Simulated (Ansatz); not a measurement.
CaGe$_{2}$Au$_{2}$:
```
CELL_PARAMETERS angstrom
     -2.22305     2.22305     5.17279
      2.22305    -2.22305     5.17279
      2.22305     2.22305    -5.17279
ATOMIC_POSITIONS crystal
  Ca 0.00000 0.00000 0.00000
  Au 0.75000 0.25000 0.50000
  Au 0.25000 0.75000 0.50000
  Ge 0.38239 0.38239 0.00000
  Ge 0.61761 0.61761 0.00000
```

Relaxed with r²SCAN.

Task: Give the Bader charges and basin volumes of the independent atoms, r²SCAN in the plane-wave PAW code Ansatz.

Result: 

```csv
atom,Bader charge (e),Bader volume (Å³)
Ca1,+1.46,14.6
Au2,-0.69,24.2
Ge4,-0.04,19.7
```

Space group I4/mmm. The workflow started from an entry of the Crystallography Open Database (COD). Its standing as an ambient phase is unchecked. Symmetry was held in the r²SCAN relaxation; whether a distortion lowers the energy is not shown. Spin–orbit coupling is left out wherever it is not named.

Potentials: the later of the program's two PAW sets.
